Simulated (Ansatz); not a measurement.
**Self-consistent states of NaFeO2-type RbGdS2**

Computed with Ansatz (plane waves, PAW): PBEsol+U, U_eff = 7.0 eV (Dudarev form) on Gd f, fully localised double counting, scalar-relativistic datasets, 420 eV, PAW set soft_2 (made for PBE), 5×5×5 mesh, Gaussian smearing of 0.05 eV.

```
Rb Gd S
1.0
     2.07075    1.19555    7.51762
    -2.07075    1.19555    7.51762
     0.00000   -2.39110    7.51762
Rb Gd S
1 1 2
Direct
  0.50000 0.50000 0.50000
  0.00000 0.00000 0.00000
  0.26670 0.26670 0.26670
  0.73330 0.73330 0.73330
```

The cell is an idealised prototype at the compound's measured volume; the real structure may be a distorted variant.

Cell and atoms stay fixed, and the cell was started in 6 ways, without spin–orbit coupling. The starts were built for 7 f electrons on Gd, a formal count that the converged states needn't keep. Starting moments of the plain starts: Gd2 7.00 μB (atoms counted from 1).

Energies count from the lowest free state found; constrained states (a lock kept on the moments, or spin off) can lie above or below free ones. A natural orbital (eigenvector of a shell's occupation matrix) is counted as filled above 0.75 (0.9 in a metal) and as partly filled from 0.35 up to that; ↑ and ↓ are the spin channels.

| state | reached from | ΔE (meV/atom) | gap (eV) | P (GPa) | cell spin moment (μB) | site spin moments (μB) | shell filling | Hubbard energy (eV/cell) | flags |
| --- | --- | --- | --- | --- | --- | --- | --- | --- | --- |
| 1 | typed shells with each spin channel wholly full or empty (7+0 electrons), held until the density converged; from atoms, default search; natural orbitals of the symmetric run, filled by rank; 2 more | 0.0 | 2.01 | -2.0 | 7.00 | Gd 7.00 | Gd 7↑ 0↓, 7.03 e | 0.11 | – |
| 2 | random orbitals: single harmonics, lower spin (5+2 electrons) (draw 4) | 1280.1 | 1.68 | -2.2 | 3.00 | Gd 3.01 | Gd 5↑ 2↓, 7.05 e | 0.21 | occupations loosely converged |

The lowest free state (state 1) has a gap of 2.01 eV and a whole-number cell moment of 7 μB, as a collinear insulator must have. Its natural occupations are Gd2 spin up: 1.00 1.00 1.00 1.00 1.00 1.00 1.00; Gd2 spin down: 0.00 0.00 0.00 0.00 0.01 0.01 0.01.

State 2 lies 1280.1 meV/atom higher, or 5.12 eV per cell. It has a gap of 1.68 eV and a whole-number cell moment of 3 μB, as a collinear insulator must have; natural occupations Gd2 spin up: 0.01 0.02 1.00 1.00 1.00 1.00 1.00; Gd2 spin down: 0.00 0.00 0.00 0.01 0.01 1.00 1.00. On Gd2, N↑ − N↓ is 3.00 in size in state 2 against 6.97 in state 1: with fewer parallel spins, state 2 lacks part of the exchange energy behind Hund's first rule. With J = 0 the Hubbard energy is (U/2) Σ λ(1 − λ), a penalty on fractional natural occupations. The sums Σ λ(1 − λ) over the cell's shells are 0.03 for state 1 and 0.06 for state 2, which at U/2 = 3.50 eV give 0.11 and 0.21 eV per cell. The two differ by 0.10 eV, within U times the program's tolerance on the occupations (0.02), so the Hubbard term itself makes little of the difference of 5.12 eV per cell, though U shapes both states.

With one Gd ion in the cell, Gd moments can't oppose each other.

In the lowest free state the fixed cell carries a pressure of -2.0 GPa and forces up to 0.38 eV/Å; relaxing would change energies and could change the order of close states.

A still lower state can't be excluded. Without spin–orbit coupling, which is strong for such heavy shells, the order of states can differ from the real one. U wasn't fitted or computed for this material, so the results show what this U gives and needn't match the real solid. Gaps are Kohn–Sham gaps over the k-mesh alone and may be smaller between its points.
